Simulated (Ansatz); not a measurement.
Relaxed-ion elastic tensor of TiB₂ in space group P6/mmm (No. 191; Ti on 1a, B on 2d) in GPa (Voigt order), PBE in the plane-wave PAW code Ansatz; density 4.49 g/cm³, 8.56 Å³ per atom.

```
 651  66.7   102   0.0   0.0   0.0
66.7   651   102   0.0   0.0   0.0
 102   102   452   0.0   0.0   0.0
 0.0   0.0   0.0   258   0.0   0.0
 0.0   0.0   0.0   0.0   258   0.0
 0.0   0.0   0.0   0.0   0.0   292
```

Is the crystal mechanically stable?

Yes: the smallest eigenvalue of C is 258 GPa.

Work out the Voigt, Reuss and Hill averages.

K_V = 255, K_R = 250, K_H = 253; G_V = 261, G_R = 255, G_H = 258 GPa.

Give Young's modulus, Poisson's ratio, Pugh's ratio and the universal anisotropy index.

E = 9KG/(3K + G) = 577 GPa; ν = 0.12; K/G = 0.98 (brittle by the Pugh limit of 1.75); A_U = 5G_V/G_R + K_V/K_R − 6 = 0.14.

Estimate the sound speeds and the Debye temperature.

v_l = √((K + 4G/3)/ρ) = 11500 m/s, v_t = √(G/ρ) = 7570 m/s, mean 8290 m/s; Θ = (h/k)(3n/4πV)^(1/3) v_m = 1210 K.

Solve the Christoffel equation for the three sound speeds along x, y, z.

Eigenvalues of C_ijkl n_j n_l equal ρv². In km/s, slowest first: x 7.58, 8.06, 12.04; y 7.58, 8.06, 12.04; z 7.58, 7.58, 10.03.

How much does each axis shrink under pressure?

Linear compressibilities β_i = Σ_j S_ij (j = 1 to 3): x 1.2, y 1.2, z 1.7 per TPa.

The PBE relaxation kept the symmetry of its start; phonons on a q-mesh show no instability. The run is not spin-polarised. As this level gives no gap, shear constants depend on the k-mesh and smearing (Fermi–Dirac, 0.1 eV here).

Potentials: the later of the program's two PAW sets.
